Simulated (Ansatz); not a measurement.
A geometry of Zr away from equilibrium: step 2 of the relaxation of a relaxed Zr cell displaced along its unstable phonon at q = (0, 0, ½) of its primitive reciprocal cell (79i cm⁻¹), largest move 0.15 Å. Level of theory: r2SCAN (plane waves to 500 eV, PAW, scalar-relativistic; Ansatz, an electronic-structure program). Γ-centred k-mesh 12×12×6 on the run's cell (coarser than for final values), Fermi–Dirac smearing 0.05 eV.

```
CELL_PARAMETERS angstrom
      3.00714     0.00000     0.00000
     -1.50357     2.61330     0.00000
      0.00000     0.00000     5.97670
ATOMIC_POSITIONS crystal
  Zr 0.06621 0.13242 0.00000
  Zr 0.93379 0.86758 0.50000
```

Q: What forces act on the atoms (eV/Å)?

A: 
```
atom    Fx     Fy    Fz
----  ----  -----  ----
Zr1   0.00   0.50  0.00
Zr2   0.00  -0.50  0.00
```

Q: What is the pressure?

A: -0.2 GPa, compression positive.

Q: How much energy per atom can still be gained by relaxing?

A: 0.29 eV/atom; the path ends in P6₃/mmc (No. 194) (hcp (Mg type)).

No spin polarisation in the result.

The run could not lose the symmetry of its start.

Of the parent cell (P6/mmm (No. 191)): it is a generated cell of Zr: the first start was made by placing the elements on the sites of a structure type, and the end was not matched to a known phase here, so it may be hypothetical. Known forms of Zr include space group No. 194.
